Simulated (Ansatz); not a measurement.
InRh (Pm-3m), a sublattice moved along a line

Computed with DFT PBEsol, scalar-relativistic, plane waves, PAW in Ansatz 0.2.0. The runs took a 420 eV cutoff, a Γ-centred 16×16×16 mesh and Gaussian smearing (0.15 eV). No spin polarisation. Energies are free energies at this smearing, counted from the undisturbed cell; pressure is positive in compression.

Reference structure (as given, not relaxed at this level; it stands at -1.1 GPa, and it needn't be the usual structure):

```xyz
2
Lattice="3.1960 0.0000 0.0000 0.0000 3.1960 0.0000 0.0000 0.0000 3.1960" Properties=species:S:1:pos:R:3 pbc="T T T"
In    1.5980    1.5980    1.5980
Rh    0.0000    0.0000    0.0000
```

Every Rh atom is moved by x along the Cartesian unit vector (-1.000, 0.000, 0.000); the cell and all other atoms stay fixed. The cell is metallic on the mesh throughout.

**Question.** Over the sampled range (-0.5000 to 0.4375), is the undisturbed cell the lowest point?

**Answer.** Yes, every other sampled point lies higher.

The scan:

| x (Å) | ΔE (meV/cell) |
| --- | --- |
| -0.5000 | 759.9 |
| -0.2500 | 191.3 |
| 0.0000 | 0.0 |
| 0.0625 | 12.0 |
| 0.1250 | 47.9 |
| 0.1875 | 107.7 |
| 0.3125 | 298.7 |
| 0.3750 | 429.5 |
| 0.4375 | 583.5 |